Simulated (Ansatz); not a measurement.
Profile along the Pt–Pt line in Pt (fcc, Cu type)

Pt (fcc, Cu type), conventional cell a = b = c = 3.918 Å, α = β = γ = 90.00°. The calculation uses the primitive cell of 1 atom, to which meshes and values per cell refer.

Fields along a shortest Pt–Pt line of a {111} plane (2.77 Å), from Pt to Pt, interpolated on the slice's grid (step about 0.2 Å). The numbers are results of PBEsol (plane waves to 420 eV, PAW, scalar-relativistic; Ansatz, an electronic-structure program), not measurements. k mesh 20×20×20. Inside the PAW spheres the values are not all-electron values, and peaks at nuclei hang on which shells count as valence. Pt is run without spin polarisation. Pt was relaxed with its symmetry unable to fall. Spin-orbit coupling is left out, though Pt is heavy. The PAW data are Ansatz's earlier set.

```json
[
 {"distance from Pt (Å)": "0.00", "valence electron density (e/Å³)": "11.80", "electron localisation function": "x"},
 {"distance from Pt (Å)": "0.14", "valence electron density (e/Å³)": "11.37", "electron localisation function": "x"},
 {"distance from Pt (Å)": "0.28", "valence electron density (e/Å³)": "10.21", "electron localisation function": "x"},
 {"distance from Pt (Å)": "0.42", "valence electron density (e/Å³)": "8.38", "electron localisation function": "x"},
 {"distance from Pt (Å)": "0.55", "valence electron density (e/Å³)": "6.06", "electron localisation function": "0.56"},
 {"distance from Pt (Å)": "0.69", "valence electron density (e/Å³)": "3.66", "electron localisation function": "0.52"},
 {"distance from Pt (Å)": "0.83", "valence electron density (e/Å³)": "1.81", "electron localisation function": "0.44"},
 {"distance from Pt (Å)": "0.97", "valence electron density (e/Å³)": "0.93", "electron localisation function": "0.34"},
 {"distance from Pt (Å)": "1.11", "valence electron density (e/Å³)": "0.57", "electron localisation function": "0.28"},
 {"distance from Pt (Å)": "1.25", "valence electron density (e/Å³)": "0.42", "electron localisation function": "0.28"},
 {"distance from Pt (Å)": "1.39", "valence electron density (e/Å³)": "0.38", "electron localisation function": "0.29"},
 {"distance from Pt (Å)": "1.52", "valence electron density (e/Å³)": "0.42", "electron localisation function": "0.28"},
 {"distance from Pt (Å)": "1.66", "valence electron density (e/Å³)": "0.57", "electron localisation function": "0.28"},
 {"distance from Pt (Å)": "1.80", "valence electron density (e/Å³)": "0.93", "electron localisation function": "0.34"},
 {"distance from Pt (Å)": "1.94", "valence electron density (e/Å³)": "1.81", "electron localisation function": "0.44"},
 {"distance from Pt (Å)": "2.08", "valence electron density (e/Å³)": "3.66", "electron localisation function": "0.52"},
 {"distance from Pt (Å)": "2.22", "valence electron density (e/Å³)": "6.06", "electron localisation function": "0.56"},
 {"distance from Pt (Å)": "2.35", "valence electron density (e/Å³)": "8.38", "electron localisation function": "x"},
 {"distance from Pt (Å)": "2.49", "valence electron density (e/Å³)": "10.21", "electron localisation function": "x"},
 {"distance from Pt (Å)": "2.63", "valence electron density (e/Å³)": "11.37", "electron localisation function": "x"},
 {"distance from Pt (Å)": "2.77", "valence electron density (e/Å³)": "11.80", "electron localisation function": "x"}
]
```

x: too close to a nucleus for the ELF to mean much.

Density on the Pt–Pt line (2.77 Å) at its midpoint: 0.38 e/Å³. ELF at that point: 0.29.
